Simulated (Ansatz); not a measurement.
Consider the following.

MgS:
```cif
data_Mg4S4
_chemical_formula_sum 'Mg4 S4'
_space_group_name_H-M_alt 'Fm-3m'
_space_group_IT_number 225
_space_group_name_Hall '-F 4 2 3'
_cell_length_a 5.18201
_cell_length_b 5.18201
_cell_length_c 5.18201
_cell_angle_alpha 90.000
_cell_angle_beta 90.000
_cell_angle_gamma 90.000
loop_
_atom_site_label
_atom_site_type_symbol
_atom_site_symmetry_multiplicity
_atom_site_Wyckoff_symbol
_atom_site_fract_x
_atom_site_fract_y
_atom_site_fract_z
_atom_site_occupancy
Mg1 Mg 4 a 0.00000 0.00000 0.00000 1
S1 S 4 b 0.50000 0.50000 0.50000 1
```
(The calculation used a cell of 2 atoms; values per cell refer to that cell.)

This is the PBEsol-relaxed structure.

Task: All from plane-wave PAW PBEsol (Ansatz code), unless another level is named. Predict the hole effective mass, band 3 of 3 at the edge.

Result: 0.25 along [100], 0.20 along [110], 0.19 along [111] (mₑ).

Task: And the valence-band maximum?

Result: at Γ.

Task: What about the weight of the conduction-edge state by species (Voronoi cells)?

Result: Mg 68 %, S 32 %.

Symmetry was held in the PBEsol relaxation; phonons on a q-mesh show no instability.

Potentials: the later of the program's two PAW sets.

Edges and masses are those of Kohn–Sham bands, whose gap is no quasiparticle gap.
